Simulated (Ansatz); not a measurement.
# Computed properties of OsO₄

OsO4:
```cif
data_O8Os2
_chemical_formula_sum 'Os2 O8'
_space_group_name_H-M_alt 'I-42m'
_space_group_IT_number 121
_space_group_name_Hall 'I -4 2'
_cell_length_a 4.28442
_cell_length_b 4.28442
_cell_length_c 7.76115
_cell_angle_alpha 90.000
_cell_angle_beta 90.000
_cell_angle_gamma 90.000
loop_
_atom_site_label
_atom_site_type_symbol
_atom_site_symmetry_multiplicity
_atom_site_Wyckoff_symbol
_atom_site_fract_x
_atom_site_fract_y
_atom_site_fract_z
_atom_site_occupancy
Os1 Os 2 b 0.00000 0.00000 0.50000 1
O1 O 8 i 0.27056 0.27056 0.12517 1
```
(The calculation used a cell of 5 atoms; values per cell refer to that cell.)

Space group I-42m (No. 121); conventional cell a = 4.2844 Å, b = 4.2844 Å, c = 7.7612 Å, α = 90.00°, β = 90.00°, γ = 90.00°.

Method: plane-wave PAW LDA (Ansatz code). Geometry: relaxed at this level of theory. Other levels are named where they apply.

**Cell and energy**

```json
{
  "volume_per_atom": "14.25 Å³",
  "density": "5.93 g/cm³",
  "Formation energy from the elements (no fitted shifts)": "-0.90 eV/atom"
}
```

**Electronic structure**

```json
{
 "band_gap": "3.11 eV (indirect)",
 "valence_band_maximum": "at X",
 "conduction_band_minimum": "at M",
 "smallest_direct_gap_on_the_standard_path": "3.34 eV",
 "electron_effective_mass": "1.1, 2.0, 2.0 mₑ (principal values)",
 "HSE06 gap on the LDA cell": "4.40 eV",
 "Gap with spin–orbit coupling": "3.09 eV"
}
```

**Mechanics**

```json
{
  "Bulk modulus (Birch–Murnaghan fit)": "167 kbar",
  "Pressure derivative B′": "8.3"
}
```

**Dielectric response**

```json
{
 "Electronic dielectric constant ε∞ (DFPT)": "3.22 (xx = yy), 3.35 (zz)",
 "Born charges (a third of the trace)": "Os +3.02, O -0.75 e"
}
```

**Charges**

```json
{
  "bader_charges": "Os +2.68, O -0.67 e"
}
```

The first step of the workflow began from a Materials Project structure, measured or hypothetical; the Crystallography Open Database copy checked does not list it. COD files the formula under space group No. 5. Whether it is the stable phase at ambient conditions was not checked. The cell was relaxed with LDA under the symmetry of its start; whether a distortion lowers the energy is not shown. The run is not spin-polarised. A crystal of weakly bound molecules computed without a dispersion correction: the cell and the soft elastic constants depend strongly on that. The references are the lowest solids computed at this level, not always the standard phases (solids in place of the gases). Spin–orbit coupling is left out wherever it is not named.

Potentials: the later of the program's two PAW sets.
